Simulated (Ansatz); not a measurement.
Relaxed-ion elastic tensor of Au (fcc (Cu type), Fm-3m) in GPa (Voigt order), PBEsol (plane waves, PAW; program Ansatz); density 19.24 g/cm³, 17.00 Å³ per atom.

```tsv
	1	2	3	4	5	6
1	194	167	167	0.0	0.0	0.0
2	167	194	167	0.0	0.0	0.0
3	167	167	194	0.0	0.0	0.0
4	0.0	0.0	0.0	35.7	0.0	0.0
5	0.0	0.0	0.0	0.0	35.7	0.0
6	0.0	0.0	0.0	0.0	0.0	35.7
```

Is the crystal mechanically stable?

Yes: the smallest eigenvalue of C is 27.3 GPa.

Work out the Voigt, Reuss and Hill averages.

K_V = 176, K_R = 176, K_H = 176; G_V = 26.9, G_R = 21.7, G_H = 24.3 GPa.

Give Young's modulus, Poisson's ratio, Pugh's ratio and the universal anisotropy index.

E = 9KG/(3K + G) = 69.6 GPa; ν = 0.43; K/G = 7.24 (ductile by the Pugh limit of 1.75); A_U = 5G_V/G_R + K_V/K_R − 6 = 1.20.

Estimate the sound speeds and the Debye temperature.

v_l = √((K + 4G/3)/ρ) = 3290 m/s, v_t = √(G/ρ) = 1120 m/s, mean 1280 m/s; Θ = (h/k)(3n/4πV)^(1/3) v_m = 148 K.

Give the Zener ratio and Young's modulus along [100], [110] and [111].

A = 2C44/(C11 − C12) = 2.62; 1/E = S11 − 2(S11 − S12 − S44/2)Γ with Γ = 0, 1/4, 1/3 gives 39.9, 72.7, 100 GPa.

The cell was relaxed with PBEsol under the symmetry of its start. As this level gives no gap, shear constants depend on the k-mesh and smearing (Fermi–Dirac, 0.1 eV here). Scalar-relativistic: spin–orbit coupling is off unless named, which matters more the heavier the elements.

Potentials: the earlier of the program's two PAW sets. The files were generated under PBE; for other functionals the program regenerates the frozen cores, and for LDA and PBEsol the local potential too.
